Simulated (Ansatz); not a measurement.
Ansatz input file:

```yaml
crystal:
  lattice:
    - [4.2064000625, 0.0, 0.0]
    - [-2.1032000313, 3.6428493126, 0.0]
    - [0.0, 0.0, 6.8571159472]
  atoms:
    - { symbol: Cd, position: [0.3333333333, 0.6666666667, 0.0045109635] }
    - { symbol: Cd, position: [0.6666666667, 0.3333333333, 0.5045109635] }
    - { symbol: Se, position: [0.3333333333, 0.6666666667, 0.3804890365] }
    - { symbol: Se, position: [0.6666666667, 0.3333333333, 0.8804890365] }
basis:
  ecutwfc: 500
kpoints:
  mp_grid: { grid: [6, 6, 4] }
hamiltonian:
  xc: r2scan
scf:
  occupations: { method: gaussian, width: 0.02 }
output:
  forces: true
  stress: true
  eigenvalues: true
relax:
  adjacent_minimum: "off"
  f_tol: 0.01
  max_steps: 30
  cell: { stress_tol: 0.1, fix: [volume] }
```

Launched with
```bash
ansatz run input.yaml --threads 1 --pin off --max-ram 2560MiB --backend cpu --events-out ev --progress --plain --runs-dir out
```

Computed with DFT r2SCAN, scalar-relativistic, plane waves, PAW (Ansatz).

Part of what the program printed, abridged (final results; tables in files aren't shown):

```
SCF 3 converged in 3 iterations: F = -27495.492113 eV  dr2 = 4.82e-11
SCF converged after 3 iterations
Free energy (F): -27495.492113 eV
Harris-Foulkes:  -27495.492113 eV  (|F-HF|=0.00e0)
Internal energy: -27495.492113 eV  (E = F + TS)
E sigma→0 (E₀):  -27495.492113 eV
Fermi energy:    8.878861 eV
--- Per-component energies (eV) ---
  E_band       = -1794.737339
  E_kinetic    = 1253.159069
  E_local      = -12461.223384  (includes V_loc(G=0)·N_el)
  E_nonlocal   = -1122.199204
  E_hartree    = 5952.128397
  E_xc         = -535.763455
  E_vxc        = -706.790560  (∫ρ·V_xc dr)
  E_paw        = -12061.591139  (= ΣΔE_a)
  E_vpaw       = -707.049059  (= ΣTr[D̂ρ^β])
  E_aug_tail   = -0.000398  (compensation charges beyond the density's cutoff)
  E_vtau       = 45.109787  (kinetic-family band-sum trace: ∫τ·v_τ [+ j·A + Jᵃ·Aᵃ] dr)
  E_ewald      = -8515.342918
  E_core_change = -4.659082  (= ΣΔE_core)
  E_smearing   =  0.000000  (= −TS)
--- Forces (eV/Å), atoms counted from 1 ---
  atom   1  Cd     0.00000000     0.00000000     0.00510184
  atom   2  Cd     0.00000000     0.00000000     0.00510184
  atom   3  Se     0.00000000     0.00000000    -0.00510707
  atom   4  Se     0.00000000     0.00000000    -0.00510707
--- Stress (GPa, compression-positive) ---
        6.002558       0.000000       0.000000
        0.000000       6.002558       0.000000
        0.000000       0.000000       6.022139
  P = ⅓ Tr σ = 6.0091 GPa (60.091 kbar)
--- Band table (eV; the first three rows and the last of 21) ---
  k-point 0: bands = ["-96.3413", "-96.3412", "-56.5031", "-56.5029", "-56.5029", "-56.5028", "-56.5028", "-56.5026", "-39.2931", "-39.2930", "-39.2917", "-39.2917", "-39.2916", "-39.2916", "-39.2861", "-39.2861", "-39.2860", "-39.2860", "-5.2227", "-4.7715", "-0.2315", "-0.2218", "-0.2218", "-0.1334", "-0.1334", "0.2051", "0.2051", "0.2813", "0.2813", "0.6140", "3.3645", "7.3422", "7.3422", "8.1538", "8.2167", "8.2167", "9.5408", "10.9817", "14.6132", "14.6132", "14.9092", "15.8769", "15.8769", "16.6031"]
  k-point 1: bands = ["-96.3412", "-96.3412", "-56.5031", "-56.5028", "-56.5028", "-56.5028", "-56.5028", "-56.5027", "-39.2931", "-39.2930", "-39.2917", "-39.2917", "-39.2916", "-39.2916", "-39.2861", "-39.2861", "-39.2860", "-39.2860", "-5.1563", "-4.8364", "-0.2117", "-0.2117", "-0.1829", "-0.1494", "-0.1494", "0.2186", "0.2186", "0.2726", "0.2726", "0.3554", "4.0047", "7.0030", "7.4610", "7.4610", "8.0782", "8.0782", "10.5290", "11.0872", "14.4596", "14.6958", "14.6958", "15.5468", "15.5468", "15.8571"]
  k-point 2: bands = ["-96.3412", "-96.3412", "-56.5029", "-56.5029", "-56.5028", "-56.5028", "-56.5028", "-56.5028", "-39.2930", "-39.2930", "-39.2916", "-39.2916", "-39.2916", "-39.2916", "-39.2861", "-39.2861", "-39.2861", "-39.2861", "-4.9957", "-4.9957", "-0.1834", "-0.1834", "-0.1834", "-0.1834", "0.0013", "0.0013", "0.2480", "0.2480", "0.2480", "0.2480", "5.3991", "5.3991", "7.7597", "7.7597", "7.7597", "7.7597", "11.2031", "11.2031", "14.6308", "14.6308", "15.0160", "15.0160", "15.0160", "15.0160"]
  k-point 20: bands = ["-96.3412", "-96.3412", "-56.5032", "-56.5032", "-56.5031", "-56.5031", "-56.5028", "-56.5028", "-39.2930", "-39.2930", "-39.2917", "-39.2917", "-39.2917", "-39.2917", "-39.2861", "-39.2861", "-39.2860", "-39.2860", "-4.6634", "-4.6634", "-0.0375", "-0.0375", "-0.0228", "-0.0228", "0.2032", "0.2032", "0.2162", "0.2162", "0.7735", "0.7735", "3.7462", "3.7462", "5.4277", "5.4277", "6.9157", "6.9157", "12.5681", "12.5681", "14.3326", "14.3326", "15.1838", "15.1838", "17.6203", "17.6203"]
--- Relaxed structure (2 steps of the walk, 2 accepted, 1 SCFs on fresh bases) ---
  F+E_penalty+E_count = -27495.49211284 eV   max|allowed force component| = 5.104e-3 eV/Å   (the final SCF, on the basis selected at the relaxed cell)
  cell:  # Å, volume = 105.0735 Å³
    - [4.20439544, 0.0, 0.0]
    - [-2.10219772, 3.64111325, 0.0]
    - [0.0, 0.0, 6.86365633]
  atoms:
    - { symbol: Cd, position: [0.33333333, 0.66666666, 0.00475689] }
    - { symbol: Cd, position: [0.66666666, 0.33333333, 0.50475689] }
    - { symbol: Se, position: [0.33333333, 0.66666666, 0.38024310] }
    - { symbol: Se, position: [0.66666666, 0.33333333, 0.88024310] }
```

The relaxation met its thresholds.

It took 84 s on 1 thread of Intel(R) Xeon(R) Processor @ 2.50GHz (Skylake/Cascade Lake) (shared host), peak memory 0.63 GiB.